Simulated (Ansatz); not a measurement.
HgPd:
```xyz
2
Lattice="3.0444 0.0000 0.0000 0.0000 3.0444 0.0000 0.0000 0.0000 3.7717" Properties=species:S:1:pos:R:3 pbc="T T T"
Hg     0.0000     0.0000     0.0000
Pd     1.5222     1.5222     1.8858
```

Relaxed with r²SCAN. Special points in fractions of this cell's reciprocal vectors: Γ (0.000, 0.000, 0.000); X (0.000, 0.500, 0.000); M (0.500, 0.500, 0.000); Z (0.000, 0.000, 0.500); R (0.000, 0.500, 0.500); A (0.500, 0.500, 0.500).

Problem. List the band energies nearest the Fermi level at these points for plane-wave PAW r²SCAN (Ansatz code).

Solution. In eV from the Fermi level; about four levels below and three above (degenerate sets whole), none deeper than 8.9 eV; points with the same levels are listed once.

```csv
k,below,above
Γ,-2.88 -1.64 -1.64 -1.49,2.66 8.32 8.55 8.55
X,-3.56 -3.49 -2.51 -2.04,0.23 10.03 10.14
M,-1.89 -1.84 -1.84 -0.91,0.19 0.19 3.10
Z,-2.42 -2.42 -2.00 -1.64,13.00 13.00 14.68
R,-1.63 -1.49 -1.29 -0.61,1.81 4.57 13.82
A,-4.06 -4.06 -1.82 -0.90,1.56 5.49 5.49
```

Space group P4/mmm (L1₀ or tetragonal B2). The workflow started from an entry of the Crystallography Open Database (COD). Its standing as an ambient phase is unchecked. The cell was relaxed with r²SCAN under the symmetry of its start; whether a distortion lowers the energy is not shown. No spin polarisation was allowed. Scalar-relativistic: spin–orbit coupling is off unless named, which matters more the heavier the elements.

Potentials: the later of the program's two PAW sets.
